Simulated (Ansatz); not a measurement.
TaAg (L1₀ or tetragonal B2, P4/mmm) under volume change, DFT-PBEsol in the program Ansatz with PAW potentials, shape and atoms relaxed at each volume.

```csv
V (Å³/atom),E − E(relaxed) (meV/atom),P (GPa)
15.364,___,___
15.871,38.2,12.77
16.377,9.0,5.87
16.884,0.0,0.00
17.390,8.1,-4.96
17.897,30.5,-9.12
18.403,___,___
```

### Question
What belongs in the gaps?

### Answer

- 18.403, E − E(relaxed) (meV/atom): 65.0
- 18.403, P (GPa): -12.61
- 15.364, E − E(relaxed) (meV/atom): 90.1
- 15.364, P (GPa): 20.35

### Question
What does a third-order Birch–Murnaghan fit give for V₀, B₀ and B′?

### Answer
V₀ = 16.89 Å³/atom, B₀ = 177 GPa, B′ = 4.2.

The start of the workflow was typed in or built on a structure type; neither database checked (COD, Materials Project) lists it. Its standing as an ambient phase is unchecked. The cell was relaxed with PBEsol under the symmetry of its start; whether a distortion lowers the energy is not shown. No spin polarisation was allowed. Its formation energy is positive at this level, so the cell may be metastable or incomplete. Spin–orbit coupling is left out wherever it is not named.

Potentials: the later of the program's two PAW sets.
